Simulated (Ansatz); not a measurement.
K (bcc (W type), Im-3m), a = b = c = 5.3247 Å, α = β = γ = 90.00°; the cell used has 1 atom.

Relaxed with DFT-r²SCAN+D4 in the program Ansatz with PAW potentials. Indices refer to the conventional cell of Im-3m, a = b = c = 5.325 Å, α = β = γ = 90.00°.

Problem. Simulate the powder diffraction pattern (Cu Kα, λ = 1.54184 Å; lines above 1 %) up to 2θ = 90°.

Solution. Simulated powder pattern, Cu Kα, λ = 1.54184 Å (kinematic, ideal powder, no thermal factors, no anomalous dispersion; the 30 strongest lines at most, above 1 %, up to 2θ = 90°):

| 2θ (°) | d (Å) | I/Imax (%) | hkl |
|---|---|---|---|
| 23.63 | 3.765 | 100 | (110) |
| 33.66 | 2.662 | 19 | (200) |
| 41.54 | 2.174 | 39 | (211) |
| 48.35 | 1.883 | 12 | (220) |
| 54.50 | 1.684 | 16 | (310) |
| 60.20 | 1.537 | 3.7 | (222) |
| 65.60 | 1.423 | 17 | (321) |
| 70.78 | 1.331 | 1.6 | (400) |
| 75.80 | 1.255 | 7.9 | (411)+(330) |
| 80.70 | 1.191 | 4.4 | (420) |
| 85.54 | 1.135 | 3.9 | (332) |

The r²SCAN+D4 relaxation kept the symmetry of its start. The pairwise dispersion correction was not fitted to metals.

Potentials: the later of the program's two PAW sets.
